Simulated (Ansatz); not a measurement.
Relaxed-ion elastic tensor of SnSb (CsCl type, space group No. 221) in GPa (Voigt order), plane-wave PAW LDA (Ansatz code); density 7.83 g/cm³, 25.49 Å³ per atom.

```tsv
	1	2	3	4	5	6
1	78.3	57.1	57.1	0.0	0.0	0.0
2	57.1	78.3	57.1	0.0	0.0	0.0
3	57.1	57.1	78.3	0.0	0.0	0.0
4	0.0	0.0	0.0	27.5	0.0	0.0
5	0.0	0.0	0.0	0.0	27.5	0.0
6	0.0	0.0	0.0	0.0	0.0	27.5
```

Q: Is the crystal mechanically stable?

A: Yes: the smallest eigenvalue of C is 21.2 GPa.

Q: Work out the Voigt, Reuss and Hill averages.

A: K_V = 64.2, K_R = 64.2, K_H = 64.2; G_V = 20.7, G_R = 16.8, G_H = 18.7 GPa.

Q: Give Young's modulus, Poisson's ratio, Pugh's ratio and the universal anisotropy index.

A: E = 9KG/(3K + G) = 51.2 GPa; ν = 0.37; K/G = 3.42 (ductile by the Pugh limit of 1.75); A_U = 5G_V/G_R + K_V/K_R − 6 = 1.18.

Q: Estimate the sound speeds and the Debye temperature.

A: v_l = √((K + 4G/3)/ρ) = 3370 m/s, v_t = √(G/ρ) = 1550 m/s, mean 1740 m/s; Θ = (h/k)(3n/4πV)^(1/3) v_m = 176 K.

Q: Give the Zener ratio and Young's modulus along [100], [110] and [111].

A: A = 2C44/(C11 − C12) = 2.60; 1/E = S11 − 2(S11 − S12 − S44/2)Γ with Γ = 0, 1/4, 1/3 gives 30.1, 53.5, 72.2 GPa.

Space group Pm-3m (CsCl type). The first step of the workflow began from a Materials Project structure, measured or hypothetical; the Crystallography Open Database copy checked does not list it. COD files the formula under space group No. 166, 225, so this cell is another polymorph or a model. Whether it is the stable phase at ambient conditions was not checked. The cell was relaxed with LDA under the symmetry of its start; of distortions, only those at the zone centre were tested. As this level gives no gap, shear constants depend on the k-mesh and smearing (Fermi–Dirac, 0.1 eV here). Scalar-relativistic: spin–orbit coupling is off unless named, which matters more the heavier the elements.

Potentials: the later of the program's two PAW sets.
